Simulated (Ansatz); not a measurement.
Input and command of a plane-wave DFT calculation in Ansatz:

```yaml
crystal:
  lattice:
    - [3.8087369172, 0.0, 0.0]
    - [-1.9043684586, 3.2984629266, 0.0]
    - [0.0, 0.0, 12.4664651906]
  atoms:
    - { symbol: Zn, position: [0.0, 0.0, 0.0061292106] }
    - { symbol: Zn, position: [0.0, 0.0, 0.5061292106] }
    - { symbol: Zn, position: [0.3333333333, 0.6666666667, 0.2440544771] }
    - { symbol: Zn, position: [0.6666666667, 0.3333333333, 0.7440544771] }
    - { symbol: S, position: [0.0, 0.0, 0.1887024755] }
    - { symbol: S, position: [0.0, 0.0, 0.6887024755] }
    - { symbol: S, position: [0.3333333333, 0.6666666667, 0.4361152126] }
    - { symbol: S, position: [0.6666666667, 0.3333333333, 0.9361152126] }
basis:
  ecutwfc: 500
kpoints:
  mp_grid: { grid: [6, 6, 2] }
hamiltonian:
  xc: r2scan
scf:
  occupations: { method: gaussian, width: 0.05 }
output:
  forces: true
  stress: true
  eigenvalues: true
```

```bash
ansatz run input.yaml --threads 2 --pin off --max-ram 5120MiB --backend cpu --events-out ev --progress --plain --runs-dir out
```

Processor: Intel(R) Xeon(R) Platinum 8259CL CPU @ 2.50GHz (Skylake/Cascade Lake), 2 threads, on a host shared with other jobs.

Question: Estimate time, memory and problem size.

Answer: About 9.6 s on 2 threads of Intel(R) Xeon(R) Platinum 8259CL CPU @ 2.50GHz (Skylake/Cascade Lake) (shared host), peak memory 0.78 GiB. It solves 44 bands at 14 k points (the mesh reduced by symmetry) with about 3903 plane waves, in 8 SCF iterations.
